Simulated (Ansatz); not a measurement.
**Run record: phonons of LiF (Fm-3m)**

Computed with r²SCAN, PAW on Ansatz 0.2.0's default frozen-core files (fitted under PBE), scalar-relativistic; not a measurement.

The cell is the relaxed one with its volume scaled by 0.98.

Command line:

```sh
ansatz run input.yaml --threads 1 --pin off --max-ram 3072MiB --backend cpu --events-out ev --progress --plain --runs-dir out
```

Input:

```yaml
crystal:
  lattice:
    - [0.0, 1.98150927029, 1.98150927029]
    - [1.98150927029, 0.0, 1.98150927029]
    - [1.98150927029, 1.98150927029, 0.0]
  atoms:
    - { symbol: Li, position: [0.0, 0.0, 0.0] }
    - { symbol: F, position: [0.5, 0.5, 0.5] }
kpoints:
  mp_grid: { grid: [8, 8, 8] }
scf:
  occupations: { method: fixed }
hamiltonian:
  xc: r2scan
  pseudopotentials: { kind: paw }
phonons:
  qmesh: [2, 2, 2]
  qpath:
    path:
      - [0.0, 0.0, 0.0]
      - [0.5, 0.0, 0.5]
      - [0.625, 0.25, 0.625]
      - [0.375, 0.375, 0.75]
      - [0.0, 0.0, 0.0]
      - [0.5, 0.5, 0.5]
      - [0.5, 0.25, 0.75]
      - [0.5, 0.0, 0.5]
    npoints: 6
  temperatures: { t_min: 0, t_max: 1000, t_step: 100 }
```

Output:

```
Warning: RAYON_NUM_THREADS=1 ignored (pool sized by the plan → 1); use --threads N
Engine: ansatz 0.2.0, x86_64-unknown-linux-gnu
Pseudopotentials: kind: paw
Pseudopotential: Li, paw, valence charge 3, recommended cutoff 500 eV (meta_gga), Li.paw.azcp
Pseudopotential: F, paw, valence charge 7, recommended cutoff 500 eV (meta_gga), F.paw.azcp
Functional definition: r2SCAN
  parameter k0 = 0.174
  parameter k1 = 0.065
  parameter a1 = 4.9479
  exchange = r2scan_x(k0 = k0, k1 = k1, a1 = a1)
  correlation = r2scan_c
Crystal: 4 atoms, lattice volume = 31.121 Å³
Basis set: ecut = 500 eV, 799 PW (Γ), FFT grids on a1, a2, −a1+a2+a3, exchange–correlation on 240×240×300 points (1000 copies of the dense FFT grid, shifted against one another)
Bands: 14, of which v1, the nominal top of the filled ones, is band 10 counted from 1 (9 counted from 0)
Symmetry: 32 space group operations
k-points: 39 of 256
Non-local potential: Li, projectors of the file, l = 0: 3, l = 1: 2, l = 2: 1
Non-local potential: F, projectors of the file, l = 0: 2, l = 1: 2, l = 2: 1
PAW form: soft (Blöchl's): semilocal exchange-correlation on the pseudo side does not see the compensation charge
[... 131 lines left out ...]
      ω (cm⁻¹)  modes    IR ((D/Å)²/amu)
        336.31      2             9.8384
        671.08      1             4.9192
  optical modes at Γ + LO–TO along q̂ = [0.0000, 0.0000, 1.0000]:
      ω (cm⁻¹)  modes    IR ((D/Å)²/amu)
        336.31      2             9.8384
        671.08      1             4.9192
--- Phonons (by wavevector): 3 wavevectors in 2 supercells ---
  supercell 1 (2 cells, vectors [1, 0, 0], [0, 1, -1], [0, 0, 2] in multiples of the cell's): 2 displaced members by 0.0025 Å; free energy -2036.660461 eV; taken off its force constants: by the sum rule 2.3e-4, by the ...
  symmetry images taken by strict's conditions (phonons.symmetry_images: auto; settled by no image being taken that strict refuses)
  supercell 2 (2 cells, vectors [1, 0, 0], [0, 1, 0], [0, 0, 2] in multiples of the cell's): 2 displaced members by 0.0025 Å; free energy -2036.660461 eV; taken off its force constants: by the sum rule 2.1e-4, by the ...
  symmetry images taken by strict's conditions (phonons.symmetry_images: auto; settled by no image being taken that strict refuses)
  q = [0.0000, 0.0000, 0.0000] (star 1, supercell 1; hermiticity 1.38e-50, symmetrization 6.66e-6): -0.00 -0.00 0.00 336.31 336.31 336.31
  q = [0.0000, 0.0000, -0.5000] (star 4, supercell 2; hermiticity 1.20e-16, symmetrization 6.40e-16): 230.26 230.26 315.09 315.09 400.68 623.62
  q = [0.0000, -0.5000, -0.5000] (star 3, supercell 1; hermiticity 1.61e-16, symmetrization 4.31e-16): 256.55 256.55 372.58 372.58 376.80 483.43
  joined force constants: q→R imaginary residual 1.13e-17
  density of states and harmonic sums: on the 28×28×28 q-mesh, interpolated from the force constants of a 2×2×2 supercell (with the dipole–dipole term)
  largest difference from the sums on the solved wave vectors: F 3.68e-2 eV, S 6.97e-5 and C_V 3.17e-5 eV/K
```

The calculation finished and met its thresholds.

**Zone-centre phonons**

Harmonic phonons of a crystal by Kohn-Sham DFT at the given cell, standard atomic masses, acoustic sum rule imposed; negative wavenumbers are unstable modes; optical zone-centre levels upwards with Mulliken labels, activity, and the element with most of the kinetic energy.

```json
{"Point group": "m-3m"}
```

```
number  phonon wavenumber (cm⁻¹)  label  infrared  raman  lead element
     1                     336.3    T1u       yes     no            Li
```

### Field response

Linear response of an insulating crystal by Kohn-Sham DFT to a field and to zone-centre displacements, local fields included; Born charges neutralised; LO modes for wave vectors along x and z; Cartesian axes as in the input.

```json
{
  "Dielectric electronic (x, y, z)": "1.999, 1.999, 1.999",
  "Highest phonon with field along x": "671.1 cm⁻¹",
  "Highest phonon with field along z": "671.1 cm⁻¹",
  "Highest phonon without field": "336.3 cm⁻¹"
}
```

```
atom  born charge xx (e)  born charge yy (e)  born charge zz (e)
 Li1               1.041               1.041               1.041
  F2              -1.041              -1.041              -1.041
```

### Harmonic thermodynamics

Sums over wave vectors interpolated from the q mesh.

- Zero point energy: 64.59 meV/atom

```
temperature (K)  phonon heat capacity (k_B/atom)  phonon entropy (k_B/atom)  phonon free energy (meV/atom)
            100                           0.6961                     0.2515                          64.07
            200                            1.845                      1.129                          58.26
            300                             2.37                      1.991                          44.72
            400                            2.615                       2.71                          24.37
            500                            2.743                      3.309                          -1.64
            600                            2.817                      3.816                          -32.4
            700                            2.864                      4.254                         -67.22
            800                            2.895                      4.639                         -105.6
            900                            2.916                      4.981                           -147
           1000                            2.932                      5.289                         -191.3
```

Caveats: frozen-core PAW files fitted under PBE, their cores solved anew for the functional of the run; cell scaled away from its relaxed volume; no LO-TO term at the zone centre; coarse q mesh.

Time and hardware: 57 s on 1 thread of AMD EPYC 9R45 96-Core Processor (Zen 5), with other jobs on the host, peak memory 1.6 GiB.
